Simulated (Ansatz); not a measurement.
VN:
```yaml
crystal:
  lattice:
    - [0.00000, 2.05826, 2.05826]
    - [2.05826, 0.00000, 2.05826]
    - [2.05826, 2.05826, 0.00000]
  atoms:
    - { symbol: V, position: [0.50000, 0.50000, 0.50000] }
    - { symbol: N, position: [0.00000, 0.00000, 0.00000] }
```

Relaxed with PBE.

Question: Map the valence electron density (e/Å³), cut off at 5 on the plane through (0.500, 0.500, 0.500) spanned by u = [1, 0, 0] and v = [0, 1, -1] in lattice vectors, from the program Ansatz at the PBE level (PAW).

Answer: x is the fraction of u, y of v (the angle between them is 90°; rows are the nearest grid lines); atoms in the plane: V at (0.00, 0.00), N at (0.50, 0.50).
```
|@@@@-       -@@@@|
|@@@%:       :%@@@|
|@@@=.       .=@@@|
|@%=:         :=%@|
|-:.   .....   .:-|
|     .:---:.     |
|    .:=+*+=:.    |
|    .-+*#*+-.    |
|    .-*#*#*-.    |
|    .-+*#*+-.    |
|    .:=+*+=:.    |
|     .:---:.     |
|-:.   .....   .:-|
|@%=:         :=%@|
|@@@=.       .=@@@|
|@@@%:       :%@@@|
|@@@@-       -@@@@|
```
Scale: ten equal steps from 0.232 (start of ' ') to 5.00 (end of '@'), in the order ' .:-=+*#%@'; x runs from 0.000 to 1.00, y from 0.000 (bottom) to 1.00 (top).

The density is the valence pseudo-density with augmentation charge, so density and ELF within about 1 Å of a nucleus are not all-electron values.

Space group Fm-3m (rock salt). Symmetry was held in the PBE relaxation. At this level the phase is dynamically unstable (imaginary phonons). The workflow began spin-polarised and lost its moments.

Potentials: the later of the program's two PAW sets.
